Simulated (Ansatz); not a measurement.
MgO with Sc replacing Mg: gradients before and after relaxing the atoms

Start: a supercell of MgO (rock salt type, Fm-3m) built from a measured structure from the Crystallography Open Database (COD) (the entry's cell lengths or inner coordinates differ somewhat from later room-temperature determinations), with all atoms left at the host's positions.

```
Sc Mg O
1.0
     0.00000    6.32550    6.32550
     6.32550    0.00000    6.32550
     6.32550    6.32550    0.00000
Sc Mg O
1 26 27
Direct
  0.00000 0.00000 0.00000
  0.00000 0.00000 0.33333
  0.00000 0.00000 0.66667
  0.00000 0.33333 0.00000
  0.00000 0.33333 0.33333
  0.00000 0.33333 0.66667
  0.00000 0.66667 0.00000
  0.00000 0.66667 0.33333
  0.00000 0.66667 0.66667
  0.33333 0.00000 0.00000
  0.33333 0.00000 0.33333
  0.33333 0.00000 0.66667
  0.33333 0.33333 0.00000
  0.33333 0.33333 0.33333
  0.33333 0.33333 0.66667
  0.33333 0.66667 0.00000
  0.33333 0.66667 0.33333
  0.33333 0.66667 0.66667
  0.66667 0.00000 0.00000
  0.66667 0.00000 0.33333
  0.66667 0.00000 0.66667
  0.66667 0.33333 0.00000
  0.66667 0.33333 0.33333
  0.66667 0.33333 0.66667
  0.66667 0.66667 0.00000
  0.66667 0.66667 0.33333
  0.66667 0.66667 0.66667
  0.16667 0.16667 0.16667
  0.16667 0.16667 0.50000
  0.16667 0.16667 0.83333
  0.16667 0.50000 0.16667
  0.16667 0.50000 0.50000
  0.16667 0.50000 0.83333
  0.16667 0.83333 0.16667
  0.16667 0.83333 0.50000
  0.16667 0.83333 0.83333
  0.50000 0.16667 0.16667
  0.50000 0.16667 0.50000
  0.50000 0.16667 0.83333
  0.50000 0.50000 0.16667
  0.50000 0.50000 0.50000
  0.50000 0.50000 0.83333
  0.50000 0.83333 0.16667
  0.50000 0.83333 0.50000
  0.50000 0.83333 0.83333
  0.83333 0.16667 0.16667
  0.83333 0.16667 0.50000
  0.83333 0.16667 0.83333
  0.83333 0.50000 0.16667
  0.83333 0.50000 0.50000
  0.83333 0.50000 0.83333
  0.83333 0.83333 0.16667
  0.83333 0.83333 0.50000
  0.83333 0.83333 0.83333
```

Atoms are numbered from 1 in the order listed; like atoms form one site, named after its first atom.

Computed with Ansatz: DFT, PBE, plane waves and PAW, scalar-relativistic, 420 eV cutoff, Γ-centred 3×3×3 k-points, Fermi–Dirac smearing 0.01 eV, cell charge +1.

The largest force at the start is 0.86 eV/Å. Relaxing the ions at fixed cell moves them by 0.037 Å at most (atom 3, Mg) and 0.019 Å rms.

```csv
site,atom,moved (Å),first shell before,first shell after,V_zz before (10²¹ V/m²),η before
Sc,1,0.000,6 O at 2.11 Å,6 O at 2.10 Å,0.00,–
Mg2,2,0.037,6 O at 2.11 Å,6 O at 2.09–2.13 Å,-0.25,0.15
Mg15,15,0.017,6 O at 2.11 Å,6 O at 2.09–2.13 Å,0.25,0.00
O28,28,0.009,6 Mg at 2.11 Å,6 Mg at 2.10–2.11 Å,0.45,0.00
O30,30,0.008,"5 Mg at 2.11 Å, 1 Sc at 2.11 Å","1 Sc at 2.10 Å, 5 Mg at 2.13 Å",-0.44,0.00
O32,32,0.006,6 Mg at 2.11 Å,6 Mg at 2.09–2.11 Å,0.53,0.12
```

(1) How do the gradients change?

## Answers

(1) 

| site | atom | V_zz after | η after | change of V_zz |
| --- | --- | --- | --- | --- |
| Sc | 1 | 0.00 | – | 0.00 |
| Mg2 | 2 | -0.23 | 0.37 | +0.02 |
| Mg15 | 15 | 0.22 | 0.00 | -0.03 |
| O28 | 28 | -0.013 | 0.00 | -0.46 |
| O30 | 30 | -0.54 | 0.00 | -0.10 |
| O32 | 32 | -0.11 | 0.48 | – |

The largest change of V_zz along a kept axis is on O28, from 0.45 to -0.013. Where |V_zz| stays above 0.1 and the axes keep their order, η moves most on Mg2, from 0.15 to 0.37. On O32 the largest principal value lies along another axis in the second run, so the two V_zz can't be compared directly. Other sites with |V_zz| of 0.02 or less aren't listed.

The defect repeats with the cell of 54 atoms, so it feels its images: sites between two images don't show the values beside a lone defect, and zeros or small values of η there can come from the images' arrangement. A uniform background compensates the cell's charge. The cell keeps the host's lattice, where the PBE pressure is 7 GPa (in a charged cell this depends on the convention for the mean potential).
Before: The neighbours have not yet relaxed around the defect (largest force 0.86 eV/Å), so a real crystal will differ.
After: The relaxation keeps the site symmetry m-3m of the start, so the impurity can't leave its site; a start off the site could end lower.
